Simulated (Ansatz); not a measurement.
Calculated Sn-119 Mössbauer parameters for SnC2S2N2

Cell: a structure deposited in the COD, its atoms then relaxed with PBE in this cell.

Space group P-1 (No. 2); a = 4.9240, b = 5.6650, c = 10.2420 Å, α = 100.62°, β = 96.87°, γ = 93.33°.

```
site  Wyckoff  site symmetry       x       y       z
  Sn       2i              1  0.1732  0.1932  0.7426
  C3       2i              1  0.8107  0.6024  0.6259
  C5       2i              1  0.2011  0.7501  0.9979
  S7       2i              1  0.7358  0.8637  0.5932
  S9       2i              1  0.3737  0.7186  0.8710
 N11       2i              1  0.0840  0.7761  0.0930
 N13       2i              1  0.8549  0.4103  0.6488
```

One atom of each set is listed.

Method: Kohn–Sham DFT in Ansatz, r2SCAN, plane waves and PAW, scalar-relativistic, 500 eV cutoff, Γ-centred 6×5×3 k-points, Fermi–Dirac smearing 0.02 eV.

Isomer shifts (against SnO₂) follow from the electron density at the nucleus, δ = α(ρ − ρ₀), with α = 0.093 mm s⁻¹ a₀³ and ρ₀ = 183072.84 a₀⁻³ from a line fitted to 8 measured compounds at this level of theory (rms miss 0.14 mm/s). ΔE_Q = ½eQV_zz(1 + η²/3)^½ with Q = -0.132 b for the 23.9 keV state.

(1) Where do the absorption lines lie?

Answers

(1) Sn (2 atoms a cell): δ = 3.61, |ΔE_Q| = 1.24 mm/s, a doublet at 2.99 and 4.23 mm/s.

The largest force is 0.7 eV/Å, so the atoms aren't at the calculated equilibrium and relaxing them would move these values. Without spin–orbit coupling (the program notes it for Sn) the gradients are little affected as a rule: paired runs on crystals with a gap mostly move them by under 2 % at such atoms. With these PAW files V_zz is typically within 2 to 3 % of all-electron values, but misses above 10 % occur on Sn. The database entry as given showed forces above 3 eV/Å or a pressure above 30 GPa, though relaxing it moves no atom far. Shifts outside the range of the fitted compounds (-0.5 to 3.2 mm/s for Sn) are extrapolations.

Hardware: 1 thread of Arm Neoverse V2 (aarch64; 8 cores open to the job, memory cap 3.0 GiB, no GPU), a shared host with a load of 0.6 a core. Wall time 2.4 min, CPU time 2.4 min, peak memory 1.3 GiB.
